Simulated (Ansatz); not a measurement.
**Tm₂GeF₂: rattling a relaxed structure**

The structure comes from a generated guess, relaxed at this level; another structure or a mixture of phases may lie lower.

Theory: DFT PBE, scalar-relativistic, plane waves, PAW, and for the lanthanide a 4f-in-core norm-conserving potential, in Ansatz. Settings: cutoff 690 eV, Γ-centred mesh 12×12×6 on the computed 5-atom cell, Gaussian smearing of 0.02 eV; no spin polarisation.

The cell below (5 atoms, space group P-3m1 (No. 164)) is relaxed within its symmetry.

```yaml
crystal:
  lattice:
    - [4.08337, 0.00000, 0.00000]
    - [-2.04168, 3.53630, 0.00000]
    - [0.00000, 0.00000, 6.39060]
  atoms:
    - { symbol: Tm, position: [0.66667, 0.33333, 0.24350] }
    - { symbol: Tm, position: [0.33333, 0.66667, 0.75650] }
    - { symbol: Ge, position: [0.00000, 0.00000, 0.00000] }
    - { symbol: F, position: [0.33333, 0.66667, 0.40550] }
    - { symbol: F, position: [0.66667, 0.33333, 0.59450] }
```

For the test a repeat of it with 10 atoms (edges 4.08, 6.39, 7.07 Å) was strained at random (σ = 1.5 % a component), the atoms were moved at random (σ = 0.05 Å), and all was relaxed again on a coarse 4×2×2 mesh (in the run’s order of axes) with 0.10 eV smearing, with no symmetry imposed.

**Question.** Does it come back?

**Answer.** It doesn't return. The energy falls by 18 meV/atom on that mesh, the volume changes by 3.5 %, and the end has space group P-1 (No. 2) at a loose tolerance. Relaxed again on a 10×6×6 mesh with 0.02 eV smearing, the new structure lies 17 meV/atom below the first (mesh in the axes of the run's cell; the cell below is made exact in the group named). Space group P-1 (No. 2), triclinic, a = 4.083 Å, b = 6.382 Å, c = 7.344 Å, α = 91.0°, β = 91.3°, γ = 92.3°. Around Tm on its first site lie 1 F at 2.23 Å, 1 F at 2.48 Å and 3 Ge at 2.76–2.86 Å; around Tm on its second site lie 4 F at 2.26–2.36 Å and 3 Ge at 2.86–3.01 Å; around Ge lie 6 Tm at 2.76–3.01 Å and 1 F at 3.15 Å; around F on its first site lie 3 Tm at 2.23–2.48 Å; 1 more site not described.

```
Tm Ge F
1.0
     4.08349    0.00000    0.00000
    -0.25097    6.37756    0.00000
    -0.17274   -0.13635    7.34078
Tm Ge F
4 2 4
Cartesian
  2.6642 4.9097 0.4260
  0.7714 4.6716 4.3012
  0.9956 1.3315 6.9147
  2.8884 1.5696 3.0395
  3.0159 0.1008 5.4921
  0.6439 6.1404 1.8487
  0.9522 3.4773 6.3257
  2.8412 3.6823 4.0501
  2.7076 2.7639 1.0150
  0.8186 2.5589 3.2907
```

The lanthanide is trivalent by construction, without f bands, f moments or other valences.
